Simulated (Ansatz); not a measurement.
# Cr (bcc)

Level of theory: DFT, r²SCAN, scalar-relativistic, collinear spin; plane waves to 500 eV with PAW datasets (Ansatz 0.2.0), 20×20×10 k-mesh, Gaussian smearing of 0.05 eV; PAW files: Ansatz's generated set soft_2.

```cif
data_structure
_symmetry_space_group_name_H-M 'P 1'
_symmetry_Int_Tables_number 1
_cell_length_a 2.9600
_cell_length_b 2.9600
_cell_length_c 5.1268
_cell_angle_alpha 54.736
_cell_angle_beta 54.736
_cell_angle_gamma 90.000
_cell_volume 25.93
loop_
_atom_site_label
_atom_site_type_symbol
_atom_site_fract_x
_atom_site_fract_y
_atom_site_fract_z
_atom_site_occupancy
Cr1 Cr 0.00000 0.00000 0.00000 1
Cr2 Cr 0.00000 0.00000 0.50000 1
```

Magnetic state: antiferromagnetic, site spin moments Cr 2.50, -2.50 μB.

Path: Γ–H–N–Γ–P–H | P–N, with Γ = (0.000, 0.000, 0.000), H = (1.000, 0.000, 1.000), N = (0.500, 0.500, 1.000), P = (0.500, 0.500, 0.500) in reciprocal vectors of the calculation's cell.

The run's cell is 2 times the crystal's primitive cell, to hold the magnetic order, so the bands are folded: in its zone Γ = H, which the primitive cell's zone keeps apart.

Problem. Is it a metal or an insulator, and if it has a gap, where are the band edges on this path?

Solution. A metal: bands cross the Fermi level.

Bands as a text map, energy in eV from the Fermi level (dashes), each leg drawn with the same width, + spin up, o spin down, # both:
```
  5.57 |           #     #                      #    
  5.14 |  #  #                                       
  4.71 |                          #   #          #   
  4.29 |            #   #                            
  3.86 |   ##                                     #  
  3.43 |             # #                           # 
  3.00 |##    #################  # ### #  ###########
  2.57 | ######     #   #     ##  #   #  ##    #     
  2.14 |         # #     # #    ##     ##       ##   
  1.71 |###  ####################       ####      ###
  1.29 | # ## #  ##### #####   # #     # #           
  0.86 |  #  #       ###          #   #        ######
  0.43 |              #            ###      #########
  0.00 |---##-------------------------------------#--
 -0.43 |             # #                         #   
 -0.86 |             # #                       ##    
 -1.29 | ###### ### #   # ### ##    #    ## ###      
 -1.71 |########## ##   ## #####  ## ##  ###  #      
 -2.14 |          ###   ###     ##     ##            
 -2.57 |           #######       ##   ##       #   ##
 -3.00 |   ##                   ###   ###       ###  
 -3.43 |  #  #    ##     ##    #   ###   #  ####     
 -3.86 | # ## # ##  #   #  ## #   #   #   #    ###   
 -4.29 |#      #     ###     #   #     #   #     ####
 -4.71 |            #####                         ###
 -5.14 |   ##                                        
 -5.57 |           #     #                           
 -6.00 |                        #       #            
        Γ      H      N      Γ      P      HP       N
```

The run wasn't fully tested for a lower electronic state. Site moments are of spin, integrated over atomic spheres. The relaxed cell is 8 % larger in volume than the cell of this structure in the Crystallography Open Database (11.99 Å³/atom, 1963).
